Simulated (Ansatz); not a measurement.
# Which functional gave which column?

TiAl in space group P4/mmm was relaxed by PAW and its elastic moduli (Hill averages, relaxed ions; θ_D from sound speeds over directions) computed by PAW on Ansatz 0.2.0's default frozen-core files (fitted under PBE), scalar-relativistic, once under each of LDA, PBEsol, r²SCAN.

```tsv
quantity	A	B	C
volume (Å³/atom)	15.31	15.78	16.06
cell	a = 2.767, c = 4.000 Å	a = 2.797, c = 4.034 Å	a = 2.814, c = 4.058 Å
B	127 GPa	120 GPa	121 GPa
G	72.2 GPa	72.3 GPa	78.7 GPa
C11	214 GPa	208 GPa	214 GPa
C33	183 GPa	178 GPa	186 GPa
C44	125 GPa	120 GPa	124 GPa
ν	0.261	0.249	0.233
θ_D	549 K	553 K	580 K
```

Which column belongs to which functional?

A is LDA, B is PBEsol, C is r²SCAN. The volumes rise from LDA over PBEsol to r²SCAN here. LDA's overbinding makes it the smallest as a rule; the order of the other two is common but has exceptions.

Settings: (A) k mesh 16×16×12, strains of ±0.005, Fermi-Dirac smearing of 0.080 eV, cutoff 420 eV. (B) k mesh 16×16×12, strains of ±0.003, Fermi-Dirac smearing of 0.080 eV, cutoff 420 eV. (C) k mesh 16×16×12, strains of ±0.008, Fermi-Dirac smearing of 0.080 eV, cutoff 500 eV.

Known limits: frozen-core PAW files fitted under PBE, their cores solved anew for the functional of the run; responses of metals move with mesh and smearing; the softest shear constant rests on one k mesh, and a soft shear can herald a distortion on cooling (LDA, PBEsol); elastic stability says nothing of phonons or of other phases.
